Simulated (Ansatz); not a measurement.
The calculation used DFT PBE, scalar-relativistic, plane waves, PAW in Ansatz 0.2.0. Cutoff 420 eV, Γ-centred meshes of about 0.25 Å⁻¹ or finer for metals and 0.3 Å⁻¹ for insulators (2π included), Gaussian smearing. No spin polarisation.

Temperature and zero-point effects are left out.

Two relaxed structures of GaMo:

A.

```
CELL_PARAMETERS angstrom
1.42636 0.82351 4.44953
-1.42636 0.82351 4.44953
0.00000 -1.64702 4.44953
ATOMIC_POSITIONS crystal
Ga 0.50000 0.50000 0.50000
Mo 0.00000 0.00000 0.00000
```

B.

```
CELL_PARAMETERS angstrom
3.14642 -3.51088 0.00000
3.14642 3.51088 0.00000
0.00000 0.00000 2.77197
ATOMIC_POSITIONS crystal
Ga 0.79794 0.79794 0.50000
Ga 0.20206 0.20206 0.50000
Mo 0.69765 0.30235 0.00000
Mo 0.30235 0.69765 0.00000
```

Task: Which would you expect to be lower, and how large is the difference?

Result: B is lower, by 12 meV/atom. A has the CuPt (L1_1) type, space group R-3m (No. 166), 15.7 Å³/atom and no gap on its mesh; B has space group Cmmm (No. 65), 15.3 Å³/atom and no gap. Counting all near atoms (those within 1.25 times the shortest distance at each site; a plus sign parts nearer from farther groups), A has Ga 12, Mo 12 and B has Ga 11, Mo 11+2. Even the lower one lies +0.07 eV/atom against the reference forms of the elements (uncorrected), so neither is stable at this level. In A, around Ga lie 6 Mo at 2.77 Å and 6 Ga at 2.85 Å; around Mo lie 6 Ga at 2.77 Å and 6 Mo at 2.85 Å. In B, Ga has 1 Ga at 2.54 Å, 8 Mo at 2.71–2.84 Å and 2 Ga at 2.77 Å; Mo has 8 Ga at 2.71–2.84 Å, 3 Mo at 2.77–2.78 Å and 2 Mo at 3.23 Å. Both come from trial cells of a structure search, whose lowest cell (P4/nmm, 15.6 Å³/atom) lies 138 meV/atom below the lower of the two.

For metals, differences of a few meV/atom aren't resolved. Trial moments fell under 0.15 μB along the way in R-3m and Cmmm; another start might hold them. Cells relaxed within their symmetry can be saddle points. Some candidate types were left out of the draw beforehand, so a known form may be missing.
